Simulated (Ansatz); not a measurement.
YN:
```
CELL_PARAMETERS angstrom
      4.00911     0.00000     0.00000
     -2.00456     3.47200     0.00000
      0.00000     0.00000     4.88678
ATOMIC_POSITIONS crystal
  Y  0.66667 0.33333 0.75000
  Y  0.33333 0.66667 0.25000
  N  0.66667 0.33333 0.25000
  N  0.33333 0.66667 0.75000
```

Relaxed with HSE06.

**Question.** Give the Bader charges and basin volumes of the independent atoms, HSE06 in the plane-wave PAW code Ansatz.

**Answer.** 

```tsv
atom	Bader charge (e)	Bader volume (Å³)
Y1	+1.99	14.2
N3	-1.99	19.8
```

Space group P6_3/mmc. A made-up cell: these elements were put on the sites of a structure type; the Crystallography Open Database copy checked does not list it. COD files the formula under space group No. 225. Its standing as an ambient phase is unchecked. Symmetry was held in the HSE06 relaxation; whether a distortion lowers the energy is not shown. The run is not spin-polarised.

Potentials: the later of the program's two PAW sets.
